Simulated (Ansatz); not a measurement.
**MoN2: an elastic constant from a strain scan**

Computed with Ansatz 0.2.0, DFT PBEsol, scalar-relativistic, plane waves, PAW. The runs took a 420 eV cutoff, a Γ-centred 12×12×18 mesh and Gaussian smearing (0.15 eV). No spin polarisation. Energies are free energies at this smearing, counted from the undisturbed cell; pressure is positive in compression.

Zero of the scan (relaxed at this level; with this scan's settings it stands at 0.1 GPa; it needn't be the usual structure):

```yaml
crystal:
  lattice:
    - [4.28665, 0.00000, 0.00000]
    - [0.00000, 4.28665, 0.00000]
    - [0.00000, 0.00000, 2.72843]
  atoms:
    - { symbol: Mo, position: [0.50000, 0.50000, 0.00000] }
    - { symbol: Mo, position: [0.00000, 0.00000, 0.00000] }
    - { symbol: N, position: [0.88730, 0.38730, 0.50000] }
    - { symbol: N, position: [0.11270, 0.61270, 0.50000] }
    - { symbol: N, position: [0.38730, 0.11270, 0.50000] }
    - { symbol: N, position: [0.61270, 0.88730, 0.50000] }
```

The cell is strained by ε times the Voigt pattern (1, -1, 0, 0, 0, 0) (xx, yy, zz, yz, xz, xy; engineering shear) with fractional coordinates fixed. The cell holds 6 atoms in V0 = 50.14 Å³. The stress column is τ = (1/V0) dE/dε, got from the stress tensor σ (compression positive) at each point as −det(1 + εP) σ : P(1 + εP)⁻¹, with P the pattern as a tensor.

| ε | ΔE (meV/atom) | τ (GPa) |
| --- | --- | --- |
| -0.1312 | 507.258 | -137.675 |
| -0.1125 | 379.630 | -124.055 |
| -0.0937 | 265.668 | -107.382 |
| -0.0750 | 170.814 | -86.851 |
| -0.0562 | 96.154 | -65.407 |
| -0.0375 | 42.849 | -43.831 |
| -0.0187 | 10.644 | -21.843 |
| 0.0000 | 0.000 | 0.000 |
| 0.0187 | 10.644 | 21.843 |
| 0.0375 | 42.849 | 43.831 |
| 0.0562 | 96.154 | 65.407 |
| 0.0750 | 170.814 | 86.851 |
| 0.0937 | 265.668 | 107.382 |
| 0.1125 | 379.630 | 124.055 |
| 0.1312 | 507.258 | 137.675 |
| 0.1500 | ? | ? |

Problem. Which combination of elastic constants does this scan measure, and how large is it?

Solution. For small ε, τ = τ0 + Kε with K = pᵀCp, which for this pattern is C11 + C22 − 2 C12 in the Cartesian frame shown. The parabola through τ at ε = -0.0187, 0 and 0.0187 has slope K = 1168 GPa at zero. The energies per cell, E = NΔE, of the same two points give K = 2[E(ε₊)/ε₊ − E(ε₋)/ε₋]/[(ε₊ − ε₋)V0] = 1167 GPa, in agreement. These are clamped-ion values.

Problem. Predict the withheld row at ε = 0.1500 from the harmonic law, and compare.

Solution. ΔE = V0(τ0 ε + Kε²/2)/N = 685.341 meV/atom and τ = 175.21 GPa. The calculation gives 648.905 meV/atom and 151.12 GPa: the energy lies 5 % below the harmonic value.

Forces appear on the atoms along this scan, and letting them relax would lower the energy and soften the response. In a metal these slopes depend on the k mesh and the smearing.

Cost: 9 runs of about 5.4 core-minutes in all, on Arm Neoverse V1 (shared hosts).